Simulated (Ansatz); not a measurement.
## CuPt: do energies and stresses tell the same story?

The calculation used DFT PBEsol, scalar-relativistic, plane waves, PAW in Ansatz 0.2.0.

Cutoff 420 eV; k points 18×18×18 on the computed 2-atom cell (Γ-centred); Gaussian smearing, width 0.10 eV; no spin polarisation.

Relaxed cell: R-3m, a = 2.702 Å, b = 2.702 Å, c = 12.723 Å, α = 90.00°, β = 90.00°, γ = 120.00°, 2 atoms in the primitive cell. Whether it is the stable form of this composition wasn't checked.

Energies at zero smearing and pressures from the stress tensor, at volumes with shape and atoms relaxed:
```
V (Å³/atom) E − E(first) (meV/atom) P (GPa)
     11.795                     0.00    40.62
     12.197                   -84.95    27.51
     12.599                  -139.86    16.61
     13.001                  -169.77     7.55
     13.404                  -178.92     0.01
     13.806                  -170.83    -6.25
     14.208                  -148.43   -11.43
     14.744                  -100.53   -16.94
```

Check P = −dE/dV between neighbouring volumes, and get the bulk modulus from the pressures alone.

With 1 eV/Å³ = 160.2 GPa:
| middle V (Å³/atom) | −ΔE/ΔV (GPa) | mean P (GPa) |
| --- | --- | --- |
| 11.996 | 33.850 | 34.067 |
| 12.398 | 21.877 | 22.058 |
| 12.800 | 11.918 | 12.079 |
| 13.202 | 3.648 | 3.780 |
| 13.605 | -3.226 | -3.118 |
| 14.007 | -8.925 | -8.837 |
| 14.476 | -14.314 | -14.186 |

The two differ by 0.22 GPa at most. The mean of two end pressures misses the average over a step by about ΔV² P″/12, up to 0.20 GPa here; with that taken off 0.02 GPa remains. Around V = 13.404 Å³/atom, the two neighbours give B = −V ΔP/ΔV = 13.404 × 13.80 / 0.804 = 230.0 GPa, against B0 = 228.1 GPa from the Birch–Murnaghan fit of the energies.

Spin–orbit coupling is left out, which can shift energies with elements as heavy as these.